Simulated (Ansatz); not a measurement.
Zr₂Au: frozen-core PAW against all-electron methods

```yaml
crystal:
  lattice:
    - [-1.65018, 1.65018, 5.82547]
    - [1.65018, -1.65018, 5.82547]
    - [1.65018, 1.65018, -5.82547]
  atoms:
    - { symbol: Zr, position: [0.65970, 0.65970, 0.00000] }
    - { symbol: Zr, position: [0.34030, 0.34030, 0.00000] }
    - { symbol: Au, position: [0.00000, 0.00000, 0.00000] }
```

Atoms are numbered in the order listed.

The cell is the one relaxed in the Materials Project (mp-2348), not relaxed further here; entries there can be hypothetical.

Spin polarisation is left out, and whether a magnetic state lies lower isn't shown here.

No spin–orbit coupling, which matters for the heavy atoms here.

Methods: DFT, LDA, PAW with Ansatz's default frozen-core files, scalar-relativistic (Ansatz 0.2.0); DFT, LDA, all-electron PAW with datasets made for the crystal, scalar-relativistic (Ansatz 0.2.0); DFT, LDA, all-electron LAPW, scalar-relativistic (Ansatz 0.2.0).

For PAW: a Γ-centred 15×15×15 k mesh, Fermi–Dirac smearing of 0.03 eV, cutoff 420 eV, no spin polarisation; the PAW files were made with PBE, and the program remakes their frozen cores for this functional. The crystal-made all-electron datasets (AE datasets) take a cutoff of 260 eV at this cell. LAPW targets a basis error of 1 meV/atom. The Ansatz runs share mesh, smearing and spin set-up. Plane-wave (PAW) pressures include the program's estimate of the Pulay term.

Stress and pressure are positive in compression.

Spin–orbit coupling is left out, which moves gradients at and beside heavy atoms by some per cent and at worst by a factor of two.

In a metal, gradients converge slowly with the k mesh: the values move by tens of per cent from one mesh to another, at times in sign, so only the comparison on one mesh counts.

Levels count from the Fermi level.

```
                             quantity     PAW  AE datasets    LAPW
                       pressure (GPa)   -7.05        -7.03   -7.03
                      stress xx (GPa)   -7.00        -6.99   -6.99
                      stress zz (GPa)   -7.13        -7.11   -7.11
               force on Zr1, z (eV/Å)  -0.041       -0.043  -0.044
       highest filled level at X (eV)  -0.746       -0.746  -0.746
         lowest empty level at X (eV)   1.321        1.321   1.321
       highest filled level at S (eV)  -0.110       -0.110  -0.110
         lowest empty level at S (eV)   0.419        0.419   0.419
       highest filled level at P (eV)  -1.866       -1.866  -1.866
         lowest empty level at P (eV)   0.395        0.396   0.396
field gradient Vzz at Zr1 (10²¹ V/m²)    0.59         0.59       –
field gradient Vzz at Au3 (10²¹ V/m²)  -19.14       -19.75       –
```

PAW's pressure differs from the LAPW value by -0.02 GPa.
